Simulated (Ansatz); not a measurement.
Relax this structure to zero stress and force, keeping its symmetry:

```yaml
crystal:
  lattice:
    - [0.00000, 2.12685, 2.12685]
    - [2.12685, 0.00000, 2.12685]
    - [2.12685, 2.12685, 0.00000]
  atoms:
    - { symbol: Mg, position: [0.00000, 0.00000, 0.00000] }
    - { symbol: O, position: [0.50000, 0.50000, 0.50000] }
```

Computed with Ansatz, DFT PBEsol, scalar-relativistic, plane waves, PAW.

Plane waves to 420 eV, a k mesh through Γ of 10×10×10 on the computed 2-atom cell and Gaussian smearing (0.02 eV); no spin polarisation.

Problem. What does it relax to?

Solution. The volume goes down by 0.27 Å³/atom to 9.36 Å³/atom, and the energy falls by 3.5 meV/atom. Final structure:
```yaml
crystal:
  lattice:
    - [0.00000, 2.10709, 2.10709]
    - [2.10709, 0.00000, 2.10709]
    - [2.10709, 2.10709, 0.00000]
  atoms:
    - { symbol: Mg, position: [0.00000, 0.00000, 0.00000] }
    - { symbol: O, position: [0.50000, 0.50000, 0.50000] }
```

Cost: 1 run of about 0.067 core-minutes, on Intel Xeon 6975P-C (Granite Rapids) (shared hosts).